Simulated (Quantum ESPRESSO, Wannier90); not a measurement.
CsI (CsCl type): Wannier90 run

```
begin unit_cell_cart
ang
    4.6652100000    0.0000000000    0.0000000000
    0.0000000000    4.6652100000    0.0000000000
    0.0000000000    0.0000000000    4.6652100000
end unit_cell_cart
begin atoms_frac
Cs   0.0000000000  0.0000000000  0.0000000000
I    0.5000000000  0.5000000000  0.5000000000
end atoms_frac
```

Cell from Materials Project (mp-1056920), symmetrised, no further relaxation. COD (Crystallography Open Database) has an entry of this formula and space group (matched by these alone). Computed values, not measurements, from PBEsol: Quantum ESPRESSO (norm-conserving PseudoDojo potentials, cutoff 56 Ry, spinors with spin-orbit coupling) on a Γ-centred 6×6×6 mesh, then Wannier90. Density: 8×8×8 mesh, cold smearing 0.01 Ry.

Bands 3-4 form an isolated set from -10.82 to -10.58 eV relative to the valence-band maximum (on the path) and are turned into 2 Wannier functions by minimising the spread from the start: atomic waves I 5s.

Question: Where do the functions sit, how wide are they and what are they made of?

Answer: 
```csv
functions,spread (Å²),"nearest atom, distance (Å)","second atom, distance (Å)",weight on atomic waves
2,1.48,I 0.00,Cs 4.04,"I 5s 93 %, Cs 6s 5 %"
```

Ω_I = 2.96 Å², Ω_total = 2.96 Å²; the interpolated bands follow pw.x to 0.1 meV rms on the path. Only this start was tried; a symmetric start can stop on a saddle, and mixtures of these functions could lower the total by at most Ω_total − Ω_I.
